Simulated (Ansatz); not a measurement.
Fe (bcc, W type)

```xyz
2
Lattice="-2.8650 2.8650 2.8650 1.4325 -1.4325 1.4325 1.4325 1.4325 -1.4325" Properties=species:S:1:pos:R:3 pbc="T T T"
Fe     0.0000     0.0000     0.0000
Fe    -1.4325     1.4325     1.4325
```

Two-dimensional scan of atom 1 (Fe, nearest neighbour Fe at 2.481 Å; its periodic images, 2.5 Å or more away, move with it): u runs along (1.000, 0.000, 0.000), v along (0.000, 1.000, 0.000) (Cartesian). Cell and other atoms are fixed.

Method: r2SCAN (plane waves to 500 eV, PAW, scalar-relativistic; Ansatz, a first-principles code). k mesh 9×18×18 (Γ-centred), Fermi-Dirac smearing 0.05 eV. Stress and pressure are positive under compression. Points where atoms come too close for the PAW data are left out (x in tables, blank in figures). With partly filled bands, energies and forces of such displacements shift with the k mesh and the smearing. On this mesh the relaxed cell isn't quite at rest: it carries a pressure of -0.2 GPa (compression positive) at the zero of the scan. Fe was relaxed with its symmetry unable to fall. Relaxed Fe ends ferromagnetic. The PAW data are Ansatz's earlier set. The magnetic order is the one the run started from; other orders were not tried. 

```tsv
P (GPa)	u = -0.620	u = -0.310	u = 0.000	u = 0.310	u = 0.620
v = -0.620	x	31.3	(withheld)	31.3	x
v = -0.310	19.3	(withheld)	6.3	(withheld)	19.3
v = 0.000	(withheld)	3.5	-0.2	3.5	(withheld)
v = 0.310	19.3	(withheld)	6.3	(withheld)	19.3
v = 0.620	x	31.3	(withheld)	31.3	x
```

Q: What belongs in the gaps?

A: 
- v = -0.620, u = 0.000: 28.1
- v = -0.310, u = -0.310: 10.3
- v = -0.310, u = 0.310: 10.3
- v = 0.000, u = -0.620: 12.1
- v = 0.000, u = 0.620: 12.1
- v = 0.310, u = -0.310: 10.3
- v = 0.310, u = 0.310: 10.3
- v = 0.620, u = 0.000: 28.1

(A displaced cell: forces are minus the slopes of the energy, force constants its curvatures, and phonons follow from these.)
